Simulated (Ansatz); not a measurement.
Ba (fcc (Cu type), Fm-3m) under volume change, the program Ansatz at the r²SCAN level (PAW), scaled uniformly.

| V (Å³/atom) | E − E(relaxed) (meV/atom) | P (GPa) |
|---|---|---|
| 61.102 | 14.0 | 0.78 |
| 63.116 | 6.0 | 0.49 |
| 65.131 | 1.5 | 0.24 |
| 67.145 | 0.0 | 0.00 |
| 69.159 | 1.4 | -0.21 |
| 71.174 | 5.3 | -0.41 |
| 73.188 | 11.6 | -0.59 |

Question: What does a third-order Birch–Murnaghan fit give for V₀, B₀ and B′?

Answer: V₀ = 67.14 Å³/atom, B₀ = 7.5 GPa, B′ = 2.1.

A made-up cell: these elements were put on the sites of a structure type; the Crystallography Open Database copy checked does not list it. It is not the phase usual at ambient conditions (space group No. 229). The r²SCAN relaxation kept the symmetry of its start. At this level the phase is mechanically unstable. Scalar-relativistic: spin–orbit coupling is off unless named, which matters more the heavier the elements.

Potentials: the later of the program's two PAW sets.
